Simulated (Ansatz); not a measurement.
A geometry of Pb away from equilibrium: the start of the relaxation of a generated trial cell of Pb in the lonsdaleite structure type. These are r2SCAN (plane waves to 500 eV, PAW, scalar-relativistic; Ansatz, a program for electronic structure) values and carry that method's errors. Γ-centred k-mesh 8×8×4 on the run's cell (coarser than for final values), Fermi–Dirac smearing 0.05 eV.

```xyz
4
Lattice="4.9130 0.0000 0.0000 -2.4565 4.2548 0.0000 0.0000 0.0000 8.1942" Properties=species:S:1:pos:R:3:forces:R:3 pbc="T T T" free_energy=-47690.756 pressure_GPa=-0.5
Pb     0.0000     2.8365     0.4912    0.0000    0.0000    0.2580
Pb     2.4565     1.4183     4.5883    0.0000    0.0000    0.2580
Pb     2.4565     1.4183     7.7029    0.0000    0.0000   -0.2580
Pb     0.0000     2.8365     3.6058    0.0000    0.0000   -0.2580
```

Positions in Å, forces in eV/Å, free energy of the cell in eV (comparable only within this code, potentials and settings). Largest force: 0.26 eV/Å, on Pb1, Pb2, Pb3, Pb4 (atoms numbered as listed); the geometry lies 0.01 eV/atom above the end of its relaxation.

No spin polarisation in the result.

The run could not lose the symmetry of its start, so the end can be a saddle point.

The end of the path is a generated cell of Pb: the first start was made by placing the elements on the sites of a structure type, and the end was not matched to a known phase here, so it may be hypothetical. Known forms of Pb include space group No. 225.
